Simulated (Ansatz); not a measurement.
**YbAs4Rh6, a database entry at a rescaled volume**

```yaml
crystal:
  lattice:
    - [7.16964, 0.00000, 0.00000]
    - [-3.58482, 6.20909, 0.00000]
    - [0.00000, 0.00000, 3.73506]
  atoms:
    - { symbol: Rh, position: [0.19960, 0.80040, 0.50000] }
    - { symbol: Rh, position: [0.60080, 0.80040, 0.50000] }
    - { symbol: Rh, position: [0.19960, 0.39920, 0.50000] }
    - { symbol: As, position: [0.81190, 0.18810, 0.50000] }
    - { symbol: As, position: [0.37620, 0.18810, 0.50000] }
    - { symbol: As, position: [0.81190, 0.62380, 0.50000] }
    - { symbol: As, position: [0.33330, 0.66670, 0.00000] }
    - { symbol: Yb, position: [0.00000, 0.00000, 0.00000] }
    - { symbol: Rh, position: [0.53450, 0.46550, 0.00000] }
    - { symbol: Rh, position: [0.93100, 0.46550, 0.00000] }
    - { symbol: Rh, position: [0.53450, 0.06900, 0.00000] }
```

Single point in Ansatz 0.2.0 with r2SCAN, no spin polarisation. Cutoff 500 eV, PAW datasets, 4×4×6 Γ-centred k mesh, fermi-dirac filling (width 0.1 eV).

**Charges.** Bader charges in e: Yb +1.49, As -0.12 to +0.14, Rh -0.32 to -0.11. In the mean Yb gives up most and Rh takes most.
**At the Fermi level.** It is a metal, with about 6 states/eV a cell as the mean within 0.25 eV of the Fermi level, mostly Rh d (60 %), As p (17 %) and Yb f (13 %).
**Stress.** The pressure is 5.0 GPa (compression positive), so with the atoms held at these fractions the cell would first expand.
**Forces.** The largest is on Rh1 (and as large on other atoms): 0.12 eV/Å, components (-0.11, 0.06, 0.00). It makes 57° with the line to a nearest neighbour, As5 at 2.41 Å.

Origin: a database entry at a rescaled volume. Caveats: no spin polarisation, so a magnetic state may lie lower; f levels without a U or exact exchange are poorly placed.
